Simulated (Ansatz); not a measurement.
This run works on a generated trial structure, not on a known crystal.

Input and command of a plane-wave DFT calculation in Ansatz:

```yaml
crystal:
  lattice:
    - [3.78858379, 0.0, 0.0]
    - [-1.89429189, 3.28100981, 0.0]
    - [0.0, 0.0, 9.33614982]
  atoms:
    - { symbol: Ge, position: [0.33333333, 0.66666667, 0.0] }
    - { symbol: Ge, position: [0.66666667, 0.33333333, 0.0] }
    - { symbol: Ru, position: [0.0, 0.0, 0.0] }
    - { symbol: W, position: [0.33333333, 0.66666667, 0.76443014] }
    - { symbol: W, position: [0.33333333, 0.66666667, 0.23556986] }
    - { symbol: W, position: [0.66666667, 0.33333333, 0.23556986] }
    - { symbol: W, position: [0.66666667, 0.33333333, 0.76443014] }
basis:
  ecutwfc: 420
kpoints:
  mp_grid: { grid: [5, 5, 2] }
hamiltonian:
  xc: pbe
scf:
  occupations: { method: gaussian, width: 0.2 }
  lower_state_search: "off"
output:
  forces: true
  stress: true
  eigenvalues: true
relax:
  adjacent_minimum: "off"
  f_tol: 0.08
  max_steps: 16
  cell: { stress_tol: 0.8 }
```

```bash
ansatz run input.yaml --threads 1 --pin off --max-ram 2560MiB --backend cpu --events-out ev --progress --plain --runs-dir out
```

Processor: Intel(R) Xeon(R) Processor @ 2.70GHz, 1 thread, on a host shared with other jobs.

Problem. Estimate time, memory and problem size.

Solution. About 63 s, peak memory 0.48 GiB. It solves 60 bands at 10 k points (after reduction by symmetry) with about 2623 plane waves (on the last cell), in 90 SCF iterations over 13 ionic steps.
